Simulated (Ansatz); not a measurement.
BN:
```cif
data_B3N3
_chemical_formula_sum 'B3 N3'
_space_group_name_H-M_alt 'P 1'
_space_group_IT_number 1
_cell_length_a 2.57839
_cell_length_b 2.57839
_cell_length_c 5.75574
_cell_angle_alpha 90.000
_cell_angle_beta 90.000
_cell_angle_gamma 120.000
loop_
_space_group_symop_operation_xyz
  'x, y, z'
loop_
_atom_site_label
_atom_site_type_symbol
_atom_site_fract_x
_atom_site_fract_y
_atom_site_fract_z
_atom_site_occupancy
B1 B 0.50000 0.50000 0.16667 1
B2 B 0.50000 0.00000 0.50000 1
B3 B 0.00000 0.50000 0.83333 1
N1 N 0.50000 0.50000 0.66667 1
N2 N 0.50000 0.00000 0.00000 1
N3 N 0.00000 0.50000 0.33333 1
```

Relaxed with LDA.

Q: Give the optical modes at the zone centre with their infrared and Raman activity from DFPT, LDA (plane waves, PAW; program Ansatz).

A: Transverse frequencies, without the LO–TO term; a row sums one degenerate level.

```csv
ω (cm⁻¹),degeneracy,IR ((D/Å)²/amu),Raman (Å⁴/amu),activity,symmetry
457,1,0.00,0,silent,B1
509,2,0.30,14,IR+Raman,E1
547,1,0.00,0,silent,B2
714,1,0.00,0,silent,B1
812,2,9.55,240,IR+Raman,E1
832,2,0.00,0.97,Raman,E2
869,1,48.32,0,IR,A2
884,2,91.81,59,IR+Raman,E1
932,1,0.00,0,silent,B2
1143,2,0.00,100,Raman,E2
```

Q: How high does the top mode go among those that the LO–TO term moves?

A: 1143 cm⁻¹ for q along x, 1143 cm⁻¹ for q along y, 1119 cm⁻¹ for q along z.

Space group P6_422. The start of the workflow was typed in or built on a structure type; neither database checked (COD, Materials Project) lists it. It is not the phase usual at ambient conditions (space group No. 186, 194, 216). The LDA relaxation kept the symmetry of its start; phonons on a q-mesh show no instability. The volume moved by -34 % from the start of the relaxation. A crystal of weakly bound chains computed without a dispersion correction: the cell and the soft elastic constants depend strongly on that.

Potentials: the later of the program's two PAW sets.
